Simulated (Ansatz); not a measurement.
Kick test of a cell of InGa2As3

The structure comes from a generated guess, relaxed at this level; another structure or a mixture of phases may lie lower.

The calculation used DFT PBE, scalar-relativistic, plane waves, PAW in Ansatz 0.2.0. Plane waves to 420 eV, a k mesh through Γ of 12×12×12 on the computed 6-atom cell and Gaussian smearing (0.10 eV); no spin polarisation.

The cell below (6 atoms, space group I-4m2 (No. 119)) is relaxed within its symmetry.

```cif
data_structure
_symmetry_space_group_name_H-M 'P 1'
_symmetry_Int_Tables_number 1
_cell_length_a 9.3568
_cell_length_b 9.3568
_cell_length_c 9.3568
_cell_angle_alpha 154.324
_cell_angle_beta 154.324
_cell_angle_gamma 36.630
_cell_volume 153.59
loop_
_atom_site_label
_atom_site_type_symbol
_atom_site_fract_x
_atom_site_fract_y
_atom_site_fract_z
_atom_site_occupancy
In1 In 0.75000 0.25000 0.50000 1
Ga1 Ga 0.42063 0.92063 0.50000 1
Ga2 Ga 0.07937 0.57937 0.50000 1
As1 As 0.84200 0.84200 0.00000 1
As2 As 0.50000 0.50000 0.00000 1
As3 As 0.15800 0.15800 0.00000 1
```

For the test a repeat of it with 12 atoms (edges 4.16, 8.32, 9.36 Å) was strained at random (σ = 1.5 % a component), the atoms were moved at random (σ = 0.10 Å), and all was relaxed again on a coarse 6×4×6 mesh (in the run’s order of axes) with 0.20 eV smearing, with no symmetry imposed.

Question: Is the structure stable against such a distortion?

Answer: It returns, within 1 meV/atom of the unmoved cell on that mesh and with the same symmetry when read at 0.1 Å (P1 at 0.01 Å, so small strains and shifts remain). No instability shows in this cell; modes of other wave vectors, which need another repeat, aren't tested.
